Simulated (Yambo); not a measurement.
```xyz
8
Lattice="5.5605 0.0000 0.0000 0.0000 5.5605 0.0000 0.0000 0.0000 5.5605" Properties=species:S:1:pos:R:3 pbc="T T T"
N      0.3192     0.3192     0.3192
N      5.2413     5.2413     5.2413
N      2.4611     5.2413     3.0994
N      3.0994     0.3192     2.4611
N      3.0994     2.4611     5.2413
N      2.4611     3.0994     0.3192
N      5.2413     3.0994     2.4611
N      0.3192     2.4611     3.0994
```

Response from Yambo on PBEsol (pw.x of Quantum ESPRESSO, ONCV potentials, without SOC) bands: 4×4×4 mesh, 120 bands, 3 Ry local-field block, 0.2 eV broadening.

Task: Give the static electronic dielectric constant without and with local fields.

Result: 
| field along | ε(0), independent particles | ε(0), RPA with local fields | refractive index √ε |
|---|---|---|---|
| x | 1.96 | 1.58 | 1.26 |
Electronic (clamped-ion) response only. PBEsol gaps are usually too small, which raises these values. Convergence of the RPA response with its 4×4×4 mesh was not tested.

Geometry of the Materials Project entry, not relaxed at this level.
